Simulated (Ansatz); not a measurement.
LaGa:
```
CELL_PARAMETERS angstrom
      2.30281    -5.73242     0.00000
      2.30281     5.73242     0.00000
      0.00000     0.00000     4.25054
ATOMIC_POSITIONS crystal
  La 0.86149 0.13851 0.75000
  La 0.13851 0.86149 0.25000
  Ga 0.56731 0.43269 0.75000
  Ga 0.43269 0.56731 0.25000
```

Relaxed with r²SCAN. Special points in fractions of this cell's reciprocal vectors: Γ (0.000, 0.000, 0.000); Y (-0.500, 0.500, 0.000); C0 (-0.290, 0.710, 0.000); Σ0 (0.290, 0.290, 0.000); Z (0.000, 0.000, 0.500); A0 (0.290, 0.290, 0.500); E0 (-0.290, 0.710, 0.500); T (-0.500, 0.500, 0.500); S (0.000, 0.500, 0.000); R (0.000, 0.500, 0.500).

Question: List the band energies nearest the Fermi level at these points for plane-wave PAW r²SCAN (Ansatz code).

Answer: In eV from the Fermi level; about four levels below and three above (degenerate sets whole), none deeper than 8.9 eV; points with the same levels are listed once.

```json
[
 {"k": "Γ", "below": "-0.95 -0.89 -0.68 -0.10", "above": "1.12 1.13 1.47"},
 {"k": "Y", "below": "-0.70 -0.53 -0.44 -0.13", "above": "1.50 1.65 1.92"},
 {"k": "C0", "below": "-2.43 -1.36 -1.18 -0.57", "above": "1.01 1.19 1.37"},
 {"k": "Z", "below": "-1.56 -1.56 -1.15 -1.15", "above": "0.16 0.16 1.94 1.94"},
 {"k": "A0", "below": "-1.80 -1.80 -0.32 -0.32", "above": "0.50 0.50 1.84 1.84"},
 {"k": "T", "below": "-2.09 -2.09 -0.57 -0.57", "above": "0.52 0.52 1.48 1.48"},
 {"k": "S", "below": "-2.27 -1.61 -1.15 -0.74", "above": "0.87 1.32 1.78 1.79"},
 {"k": "R", "below": "-1.47 -1.47 -0.58 -0.58", "above": "0.45 0.45 2.03 2.03"}
]
```

Space group Cmcm. The first step of the workflow began from a Materials Project structure, measured or hypothetical; the Crystallography Open Database copy checked does not list it. Whether it is the stable phase at ambient conditions was not checked. The cell was relaxed with r²SCAN under the symmetry of its start; whether a distortion lowers the energy is not shown. Spin–orbit coupling is left out wherever it is not named.

Potentials: the earlier of the program's two PAW sets.
